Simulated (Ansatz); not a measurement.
# Property card for H

H:
```
CELL_PARAMETERS angstrom
      7.81541     0.00000     0.00000
      0.00000    10.59421     0.00000
     -1.94204     0.00000     8.61022
ATOMIC_POSITIONS crystal
  H  0.98638 0.75802 0.17710
  H  0.01362 0.25802 0.82290
  H  0.44279 0.25705 0.17748
  H  0.55721 0.75705 0.82252
  H  0.99882 0.82592 0.15431
  H  0.00118 0.32592 0.84569
  H  0.44313 0.30450 0.11311
  H  0.55687 0.80450 0.88689
  H  0.46213 0.99795 0.09236
  H  0.53787 0.49795 0.90764
  H  0.03057 0.48942 0.15966
  H  0.96943 0.98942 0.84034
  H  0.48510 0.94443 0.15044
  H  0.51490 0.44443 0.84956
  H  0.94487 0.47126 0.18090
  H  0.05513 0.97126 0.81910
  H  0.10093 0.12568 0.18379
  H  0.89907 0.62568 0.81621
  H  0.33645 0.66061 0.15970
  H  0.66355 0.16061 0.84030
  H  0.06073 0.09212 0.24353
  H  0.93927 0.59212 0.75647
  H  0.40284 0.61501 0.20596
  H  0.59716 0.11501 0.79404
  H  0.33013 0.94496 0.62787
  H  0.66987 0.44496 0.37213
  H  0.14938 0.49313 0.53571
  H  0.85062 0.99313 0.46429
  H  0.28028 0.99931 0.58232
  H  0.71972 0.49931 0.41768
  H  0.20251 0.53673 0.59652
  H  0.79749 0.03673 0.40348
```

Space group P2_1 (No. 4); conventional cell a = 7.815 Å, b = 10.594 Å, c = 8.827 Å, α = 90.00°, β = 102.71°, γ = 90.00°.

Method: PBEsol in the plane-wave PAW code Ansatz. Structure relaxed to zero pressure with the same functional. Other levels are named where they apply.

### Cell and energy

- Volume per atom: 22.28 Å³
- Density: 0.08 g/cm³

### Electronic structure

- Band gap: 9.30 eV (smallest direct gap 9.30 eV)
- Valence-band maximum: off the standard path, at k = (0.333, 0.000, 0.375)
- Conduction-band minimum: at B (k = 0.000, 0.000, 0.500)

The workflow started from a Materials Project entry (that database holds measured and hypothetical structures alike); the Crystallography Open Database copy checked does not list it. It is not the usual solid phase (space group No. 194). Symmetry was held in the PBEsol relaxation; its stability against distortions is not shown here. The substance is a gas or liquid at ambient conditions. A crystal of weakly bound units computed without a dispersion correction: the cell and the soft elastic constants depend strongly on that.

Potentials: the later of the program's two PAW sets.
